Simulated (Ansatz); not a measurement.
**Levels of theory for PtSTe (Janus 1T monolayer)**

All numbers come from Ansatz. (Calculated; non-magnetic; the phase may be known or hypothetical.)

The cell is PtSTe as a Janus 1T monolayer; cell and atoms were relaxed with r2SCAN. In-plane lattice: a = 3.773 Å, b = 3.773 Å, γ = 120.0°; thickness between the outer nuclei 2.64 Å. Around Pt lie 3 S at 2.49 Å and 3 Te at 2.61 Å; around S lie 3 Pt at 2.49 Å; around Te lie 3 Pt at 2.61 Å.

```
Pt S Te
1.0
     3.77339    0.00000    0.00000
    -1.88669    3.26785    0.00000
     0.00000    0.00000   30.10577
Pt S Te
1 1 1
Direct
  0.00000 0.00000 0.30152
  0.33333 0.66667 0.34150
  0.66667 0.33333 0.25382
```
Periodic in the plane only; c spans the vacuum.

Relaxed lattice by functional, symmetry kept:

| functional | k mesh | a (Å) | thickness (Å) |
| --- | --- | --- | --- |
| PBE | 12×12×1 | 3.811 | 2.62 |
| r2SCAN | 12×12×1 | 3.773 | 2.64 |
| PBEsol | 12×12×1 | 3.759 | 2.60 |
| LDA | 12×12×1 | 3.732 | 2.59 |
| HSE06 | 6×6×1 | 3.760 | 2.61 |

Gaps on the r2SCAN cell, each the least over its mesh and the special points:
```csv
level,k mesh,gap (eV),kind,edges,least direct gap (eV),rough cost
LDA,12×12×1,0.89,indirect,K–Γ (0.62) → K,1.26,14 core-seconds
PBE,12×12×1,0.93,indirect,K–Γ (0.60) → K,1.33,17 core-seconds
PBE+SOC,12×12×1,0.77,indirect,K–Γ (0.62) → K,1.19,80 core-seconds
r2SCAN,12×12×1,1.07,indirect,K–Γ (0.62) → K,1.52,30 core-seconds
r2SCANh,6×6×1,1.55,indirect,K–Γ (0.62) → K,1.98,8 core-minutes
HSE06,6×6×1,1.49,indirect,Γ → K,1.95,6 core-minutes
HSE06+SOC,6×6×1,1.28,indirect,Γ → K,1.80,30 core-minutes
PBE0,6×6×1,2.15,indirect,Γ → K,2.58,7 core-minutes
r2SCAN0,6×6×1,2.24,indirect,Γ → K,2.70,9 core-minutes
```
PBE, PBE+SOC, HSE06+SOC: smearing of 0.02 eV; the others have fixed occupations.
Wave cutoffs: 420 eV, 500 eV (r2SCAN, r2SCANh, r2SCAN0).
Points off the special ones are mesh points or PBE's searched band edges, reused at the other levels.
Costs come from shared machines and give only the order; PBE's includes the band path. The runs had 4 threads of INTEL(R) XEON(R) PLATINUM 8581C CPU @ 2.30GHz (Emerald Rapids), on a shared host.

HSE06 gives an indirect gap of 1.49 eV, from Γ to K; the least direct gap is 1.95 eV at Γ–M (0.40 of the way from Γ). Spin-orbit coupling changes the PBE gap by -0.162 eV, to 0.77 eV. Spin-orbit coupling changes the HSE06 gap by -0.205 eV, to 1.28 eV.

r2SCAN covers 24 % of the step from PBE to HSE06, while HSE06 needs about 12 times r2SCAN's rough cost (on a coarser mesh). For gaps to 0.1 eV, spin-orbit coupling (up to 0.20 eV here) has to be included. All these functionals give a gap of the same kind, indirect.

Only the levels marked +SOC include spin-orbit coupling.

For some runs the program warns that the potential is rough where the density is thin, which bears on empty states near the vacuum.
